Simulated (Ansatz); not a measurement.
Input:

ScB$_{2}$:
```
CELL_PARAMETERS angstrom
      3.12594     0.00000     0.00000
     -1.56297     2.70714     0.00000
      0.00000     0.00000     3.48407
ATOMIC_POSITIONS crystal
  Sc 0.00000 0.00000 0.00000
  B  0.66667 0.33333 0.50000
  B  0.33333 0.66667 0.50000
```

This is the PBEsol-relaxed structure.

Q: All from the program Ansatz at the PBEsol level (PAW), unless another level is named. Predict the Hill bulk and shear moduli.

A: 200 and 205 GPa.

Q: What about the vibrational entropy at 300 K?

A: 11.1 J/(K·mol of atoms).

Space group P6/mmm. The workflow started from a Materials Project entry (that database holds measured and hypothetical structures alike); the Crystallography Open Database files this formula in space group No. 191, but the cells were not matched. Whether it is the stable phase at ambient conditions was not checked. The PBEsol relaxation kept the symmetry of its start; phonons on a q-mesh show no instability. No spin polarisation was allowed. As this level gives no gap, shear constants depend on the k-mesh and smearing (Fermi–Dirac, 0.1 eV here).

Potentials: the later of the program's two PAW sets.
